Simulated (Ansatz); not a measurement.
Cs2LiYCl6 (space group Fm-3m)

```
CELL_PARAMETERS angstrom
      0.00000     5.24701     5.24701
      5.24701     0.00000     5.24701
      5.24701     5.24701     0.00000
ATOMIC_POSITIONS crystal
  Cs 0.75000 0.75000 0.75000
  Cs 0.25000 0.25000 0.25000
  Li 0.50000 0.50000 0.50000
  Y  0.00000 0.00000 0.00000
  Cl 0.74897 0.25103 0.25103
  Cl 0.25103 0.74897 0.74897
  Cl 0.25103 0.74897 0.25103
  Cl 0.74897 0.25103 0.74897
  Cl 0.25103 0.25103 0.74897
  Cl 0.74897 0.74897 0.25103
```

The slice is a {111} plane (indices of the conventional cell) through the point (0.251, 0.251, 0.749) (fractional), spanned by u = [100] and v = [-1 2 0] in vectors of this cell: u (7.42 Å) and v (12.85 Å, at 90° to u). It covers one period; positions are fractions (u, v).

The numbers are results of r2SCAN (plane waves to 500 eV, PAW, scalar-relativistic; Ansatz, a program for electronic structure), not measurements. k mesh 6×6×6. Near the nuclei the fields are pseudised (PAW); where an atom keeps semicore shells as valence, they peak there. Cs2LiYCl6 is run without spin polarisation. Cs2LiYCl6 was relaxed with its symmetry unable to fall.

Question: Predict the map of the electron localisation function (ELF) on the slice.

Answer: 
```
|%@% .%@%@%  %@|
|@%-  =%@%:  -%|
|:  ::  :  ..  |
|  %@@%  .*%%* |
| #@##@* *@@@@+|
| %@xx@% #@xx@#|
| #@##@* *@@@@+|
| .%@@%   #@@* |
|:  ::  :  ..  |
|@%-  -%@%-  -%|
|@@%..%@@@% .%@|
|x%@..@%x@@..@@|
|%@%  %@%@% .%@|
|@%:  -%@%-  =%|
|:  ..  :  ::  |
| .*%%*   %@@% |
| *@@@@+ #@##@*|
| #@xx@# %@xx@%|
| *@@@@+ #@##@*|
|  #@@*  .%@@% |
|:  ..  :  ::  |
|@%-  -%@%-  -%|
|@@% .%@@@%..%@|
|x@@..@@x%@..@%|
```
Scale: ten equal steps from 0.01 (start of ' ') to 0.90 (end of '@'), in the order ' .:-=+*#%@'. Values: electron localisation function (ELF). The map has 14 points along u (one character each, u = 0 at the left) and 24 along v (v = 0 in the bottom row). Points within 0.5 Å of a nucleus are blanked (x), as the pseudised field means little there.
